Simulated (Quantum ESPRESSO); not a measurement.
Ru4PtGa2Zr, input and log of a self-consistent run

A calculation, not a measurement. The program is pw.x of Quantum ESPRESSO 7.5 (plane-wave density functional theory). The cell is made up: eight metal atoms on a face-centred cubic lattice, with elements, volume, strain and displacements drawn at random and not relaxed, so it may be unstable or far from any real phase. PseudoDojo standard norm-conserving files set the functional (PBE unless stated); there is no spin polarisation or spin-orbit coupling, the Fermi-Dirac width of 0.25 eV means electrons at about 2900 K, and the masses in the input are unused placeholders. Heavy elements are run without spin-orbit coupling, which real alloys of them have. A spin test at this wide smearing found no moment, but such smearing suppresses magnetism that the real alloy may have.

Input:

```
&control calculation='scf', pseudo_dir='./dojo.nc.sr.pbe.v0_5.standard.upf', outdir='./o', disk_io='minimal', tprnfor=.true., tstress=.true. /
&system ibrav=0, nat=8, ntyp=4, nbnd=76, ecutwfc=84.00895049, nosym=.true., tot_charge=0,
 occupations='smearing', smearing='fd', degauss=0.0183746611
/
&electrons conv_thr=1.470e-08, electron_maxstep=70, mixing_beta=0.5 /
ATOMIC_SPECIES
Ga 1.0 Ga.upf
Pt 1.0 Pt.upf
Ru 1.0 Ru.upf
Zr 1.0 Zr.upf
CELL_PARAMETERS angstrom
2.0731 4.2279 2.1391
2.0535 -4.1549 2.0126
2.1104 -0.09 -6.2746
ATOMIC_POSITIONS angstrom
Ru 0.0185 0.0379 0.0353
Ru 2.0927 -2.1367 0.0159
Pt 2.1381 -0.0031 -2.0715
Ru 4.1203 -2.0599 -2.1542
Ga 2.07 0.0274 2.0654
Ru 2.0994 2.0713 0.0222
Zr 4.1152 -0.0459 -0.055
Ga 4.2158 2.0428 -2.0594
K_POINTS automatic
5 5 4 1 1 1
```

The log is shortened where brackets say so; the opening notice, blank lines, dates and the lines on written files are dropped, and the path of the files is cut. It prints rydbergs, bohrs and kilobars, and counts compression as positive stress. Its total energy is the free energy E - TS of the whole cell.

```
     Program PWSCF v.7.5
     Parallel version (MPI & OpenMP), running on       4 processor cores
     Number of MPI processes:                 4
     Threads/MPI process:                     1
     [start-up lines left out]
     bravais-lattice index     =            0
     lattice parameter (alat)  =       9.7735  a.u.
     unit-cell volume          =     979.9719 (a.u.)^3
     number of atoms/cell      =            8
     number of atomic types    =            4
     number of electrons       =       120.00
     number of Kohn-Sham states=           76
     kinetic-energy cutoff     =      84.0090  Ry
     charge density cutoff     =     336.0358  Ry
     scf convergence threshold =      1.5E-08
     mixing beta               =       0.5000
     number of iterations used =            8  plain     mixing
     Exchange-correlation= PBE
                           (   1   4   3   4   0   0   0)
     [axes and pseudopotential details left out]
   Cartesian axes
     site n.     atom                  positions (alat units)
         1        Ru     tau(   1) = (   0.0035770   0.0073281   0.0068253  )
         2        Ru     tau(   2) = (   0.4046282  -0.4131357   0.0030743  )
         3        Pt     tau(   3) = (   0.4134064  -0.0005994  -0.4005292  )
         4        Ru     tau(   4) = (   0.7966693  -0.3982863  -0.4165194  )
         5        Ga     tau(   5) = (   0.4002391   0.0052979   0.3993497  )
         6        Ru     tau(   6) = (   0.4059237   0.4004905   0.0042924  )
         7        Zr     tau(   7) = (   0.7956832  -0.0088749  -0.0106344  )
         8        Ga     tau(   8) = (   0.8151344   0.3949800  -0.3981896  )
     number of k points=    50  Fermi-Dirac smearing, width (Ry)=  0.0184
                       cart. coord. in units 2pi/alat
        k(    1) = (   0.2647387  -0.0004080  -0.0139845), wk =   0.0400000
        k(    2) = (   0.4196359   0.0015537  -0.1679797), wk =   0.0400000
     [further k points left out]
     Dense  grid:   101955 G-vectors     FFT dimensions: (  60,  60,  75)
     Estimated max dynamical RAM per process >     382.33 MB
     Estimated total dynamical RAM >       1.42 GB
     Initial potential from superposition of free atoms
     starting charge     119.9890, renormalised to     120.0000
     Starting wfcs are   78 randomized atomic wfcs
     total cpu time spent up to now is        5.5 secs
     per-process dynamical memory:   292.1 Mb
     Self-consistent Calculation
     iteration #  1     ecut=    84.01 Ry     beta= 0.50
     Davidson diagonalization with overlap
     ethr =  1.00E-02,  avg # of iterations =  4.7
     total cpu time spent up to now is       20.1 secs
     total energy              =   -1476.32358300 Ry
     estimated scf accuracy    <       1.45006821 Ry
     iteration #  2     ecut=    84.01 Ry     beta= 0.50
     Davidson diagonalization with overlap
     ethr =  1.21E-03,  avg # of iterations =  3.1
     total cpu time spent up to now is       33.9 secs
     total energy              =   -1476.39658023 Ry
     estimated scf accuracy    <       4.87104702 Ry
     iteration #  3     ecut=    84.01 Ry     beta= 0.50
     Davidson diagonalization with overlap
     ethr =  1.21E-03,  avg # of iterations =  2.0
     total cpu time spent up to now is       46.6 secs
     total energy              =   -1476.77615224 Ry
     estimated scf accuracy    <       3.32716838 Ry
     iteration #  4     ecut=    84.01 Ry     beta= 0.50
     Davidson diagonalization with overlap
     ethr =  1.21E-03,  avg # of iterations =  1.0
     total cpu time spent up to now is       56.8 secs
     total energy              =   -1476.96284201 Ry
     estimated scf accuracy    <       0.29211319 Ry
     iteration #  5     ecut=    84.01 Ry     beta= 0.50
     Davidson diagonalization with overlap
     ethr =  2.43E-04,  avg # of iterations =  2.0
     total cpu time spent up to now is       67.9 secs
     total energy              =   -1476.95802316 Ry
     estimated scf accuracy    <       0.34588343 Ry
     [iterations 6 to 15 left out]
     iteration # 16     ecut=    84.01 Ry     beta= 0.50
     Davidson diagonalization with overlap
     ethr =  3.89E-10,  avg # of iterations =  1.0
     total cpu time spent up to now is      197.5 secs
     total energy              =   -1476.99585598 Ry
     estimated scf accuracy    <       0.00000034 Ry
     iteration # 17     ecut=    84.01 Ry     beta= 0.50
     Davidson diagonalization with overlap
     ethr =  2.85E-10,  avg # of iterations =  1.0
     total cpu time spent up to now is      211.7 secs
     total energy              =   -1476.99585599 Ry
     estimated scf accuracy    <       0.00000020 Ry
     iteration # 18     ecut=    84.01 Ry     beta= 0.50
     Davidson diagonalization with overlap
     ethr =  1.65E-10,  avg # of iterations =  1.0
     total cpu time spent up to now is      227.0 secs
     total energy              =   -1476.99585601 Ry
     estimated scf accuracy    <       0.00000002 Ry
     iteration # 19     ecut=    84.01 Ry     beta= 0.50
     Davidson diagonalization with overlap
     ethr =  1.66E-11,  avg # of iterations =  2.0
     total cpu time spent up to now is      240.3 secs
     total energy              =   -1476.99585601 Ry
     estimated scf accuracy    <       0.00000006 Ry
     iteration # 20     ecut=    84.01 Ry     beta= 0.50
     Davidson diagonalization with overlap
     ethr =  1.66E-11,  avg # of iterations =  1.0
     total cpu time spent up to now is      251.0 secs
     End of self-consistent calculation
     [lines on levels left out]
!    total energy              =   -1476.99585601 Ry
     estimated scf accuracy    <          5.0E-10 Ry
     smearing contrib. (-TS)   =      -0.14710109 Ry
     internal energy E=F+TS    =   -1476.84875492 Ry
     The total energy is F=E-TS. E is the sum of the following terms:
     one-electron contribution =    -420.88159043 Ry
     hartree contribution      =     284.84501598 Ry
     xc contribution           =    -287.03710666 Ry
     ewald contribution        =   -1053.77507382 Ry
     convergence has been achieved in  20 iterations
     Forces acting on atoms (cartesian axes, Ry/au):
     atom    1 type  3   force =     0.01635837   -0.00379692   -0.01827257
     atom    2 type  3   force =    -0.00293080   -0.00045252   -0.00569463
     atom    3 type  2   force =    -0.02205617    0.00216859    0.00783837
     atom    4 type  3   force =     0.01267635   -0.00705777   -0.00988145
     atom    5 type  1   force =    -0.00546898    0.00073898    0.00715304
     atom    6 type  3   force =    -0.01197481    0.00169935    0.01400375
     atom    7 type  4   force =     0.00773144    0.00042647    0.01760412
     atom    8 type  1   force =     0.00566459    0.00627381   -0.01275062
     Total force =     0.050456     Total SCF correction =     0.000075
     Computing stress (Cartesian axis) and pressure
          total   stress  (Ry/bohr**3)                   (kbar)     P=     -216.92
  -0.00148044   0.00000509   0.00003068         -217.78        0.75        4.51
   0.00000509  -0.00144698  -0.00000906            0.75     -212.86       -1.33
   0.00003068  -0.00000906  -0.00149627            4.51       -1.33     -220.11
     init_run     :      5.13s CPU      5.38s WALL (       1 calls)
     electrons    :    239.49s CPU    245.44s WALL (       1 calls)
     forces       :      1.88s CPU      1.88s WALL (       1 calls)
     stress       :      6.74s CPU      6.74s WALL (       1 calls)
     [timing details left out]
     PWSCF        :   4m13.43s CPU   4m19.64s WALL
     JOB DONE.
```

In other units: free energy -20095.552 eV for the cell, pressure -21.69 GPa, largest force component 0.567 eV/Å in size. The run took 261 s of wall time with four MPI processes on a shared machine (Intel Xeon, 2023 or later, virtual cores), so the time is rough. A rerun of this cell at a higher cutoff and on a denser mesh moved values by no more than 0.003 eV in energy, 0.04 GPa in stress and 0.004 eV/Å in force, and a second program with other atomic files agreed on that cell to 2 % rms in force and 0.5 GPa in pressure.